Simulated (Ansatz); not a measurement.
## Stiffness of Sb from strained cells

```yaml
crystal:
  lattice:
    - [3.16000, 0.00000, 0.00000]
    - [0.00000, 3.16000, 0.00000]
    - [0.00000, 0.00000, 3.16000]
  atoms:
    - { symbol: Sb, position: [0.00000, 0.00000, 0.00000] }
```

The geometry is COD entry 9013008, unchecked; take it as a test cell.

No spin–orbit coupling, which matters for the heavy atoms here.

Method: Ansatz 0.2.0, DFT, PBEsol, all-electron LAPW, scalar-relativistic.

The runs use a Γ-centred 13×13×13 k mesh, Fermi–Dirac smearing of 0.05 eV, basis error target 1 meV/atom, no spin polarisation.

The unstrained cell is at -4.90 GPa. Large strains and very small stresses are left out. Each strain is applied once, with fractional coordinates held (clamped ions), and σ below is the change of stress, positive in tension. One finite strain gives stress–strain coefficients at this pressure with an error of the order of the strain times third-order constants, a few per cent for each per cent of strain. In a metal the k mesh adds noise of tens of per cent to soft shears.

**Question.** Estimate the stiffness probed by this change, and the stress that it gives: equal xy, yz and zx engineering shear strains of -1 %.

**Answer.** σxy = -0.14 GPa and γxy = 2εxy = -0.0100, so C44 (clamped ions) = σxy/γxy = 14 GPa.

**Question.** Estimate the stiffness probed by this change, and the stress that it gives: equal xy, yz and zx engineering shear strains of +1 %.

**Answer.** σxy = 0.15 GPa and γxy = 2εxy = 0.0100, so C44 (clamped ions) = σxy/γxy = 15 GPa.

**Question.** The two estimates of C44 (clamped ions) differ. Why, and which value is best?

**Answer.** Finite strains add third-order terms, and in a metal the k mesh adds noise; two strains on one mesh can't tell these apart, so neither value is shown to be the better.
